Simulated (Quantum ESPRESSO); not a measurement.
# Band energies of CaHCl

```
CELL_PARAMETERS angstrom
      3.81668     0.00000     0.00000
      0.00000     3.81668     0.00000
      0.00000     0.00000     6.90281
ATOMIC_POSITIONS crystal
  H  0.50000 0.50000 0.00000
  H  0.00000 0.00000 0.00000
  Cl 0.50000 0.00000 0.65284
  Cl 0.00000 0.50000 0.34716
  Ca 0.00000 0.50000 0.80792
  Ca 0.50000 0.00000 0.19208
```

norm-conserving PBEsol (Quantum ESPRESSO, 72 Ry, scalar-relativistic); path ΓXMΓZRAZ,XR,MA; energies in eV from the valence-band maximum.

```csv
k (1/Å),point,band 14,band 15,band 16,band 17,band 18,band 19,band 20,band 21
0.00,Γ,-2.13,-1.57,-1.57,-1.57,-0.03,3.99,4.69,5.27
0.21,,-2.21,-1.90,-1.63,-1.10,-0.06,4.21,4.56,4.92
0.62,,-2.25,-2.09,-1.94,-0.55,-0.30,4.49,4.83,5.02
0.82,X,-2.62,-2.11,-2.11,-0.41,-0.41,4.68,4.68,5.34
1.23,,-2.54,-2.34,-2.34,-0.78,-0.78,4.58,4.58,6.12
1.65,M,-2.45,-2.40,-2.40,-0.99,-0.99,4.13,4.13,7.01
1.84,,-2.52,-2.36,-2.23,-1.01,-0.93,4.29,4.29,6.64
2.23,,-3.00,-2.06,-1.77,-0.82,-0.46,4.46,5.00,5.37
2.62,,-2.15,-1.87,-1.65,-1.12,-0.06,4.20,4.61,4.99
2.81,Γ,-2.13,-1.57,-1.57,-1.57,-0.03,3.99,4.69,5.27
3.27,Z,-2.43,-1.56,-1.56,-0.42,0.00,3.63,4.47,5.31
3.59,,-2.38,-2.16,-1.69,-0.57,-0.08,4.29,4.86,5.15
3.76,,-2.33,-2.22,-1.83,-0.73,-0.30,4.88,4.89,5.21
4.09,R,-2.12,-2.04,-2.04,-0.85,-0.85,5.00,5.00,5.76
4.25,,-2.27,-2.03,-2.03,-0.83,-0.83,5.12,5.12,5.65
4.58,,-2.72,-2.18,-2.18,-0.81,-0.81,5.29,5.29,5.91
4.91,A,-2.57,-2.50,-2.50,-0.84,-0.84,5.15,5.15,6.54
5.06,,-2.52,-2.48,-2.31,-0.86,-0.80,5.13,5.23,6.43
5.35,,-2.36,-2.31,-1.99,-0.89,-0.51,5.00,5.63,5.84
5.64,,-2.23,-2.04,-1.98,-0.67,-0.14,4.74,4.90,5.38
5.78,,-2.20,-1.97,-1.79,-0.54,-0.03,4.17,5.00,5.07
6.08,Z,-2.43,-1.56,-1.56,-0.42,0.00,3.63,4.47,5.31
6.08,X,-2.62,-2.11,-2.11,-0.41,-0.41,4.68,4.68,5.34
6.30,,-2.34,-2.12,-2.12,-0.60,-0.60,4.87,4.87,5.51
6.53,R,-2.12,-2.04,-2.04,-0.85,-0.85,5.00,5.00,5.76
6.53,M,-2.45,-2.40,-2.40,-0.99,-0.99,4.13,4.13,7.01
6.68,,-2.48,-2.43,-2.43,-0.95,-0.95,4.33,4.33,7.00
6.99,A,-2.57,-2.50,-2.50,-0.84,-0.84,5.15,5.15,6.54
```

The PBEsol gap is 3.63 eV and nearly direct: the edges lie at 87 % of the way from A to Z and Z, the smallest direct gap within 0.02 eV of it. Another valence extremum on the path lies within 0.02 eV, too close to call.

Geometry of the Materials Project entry, not relaxed at this level.
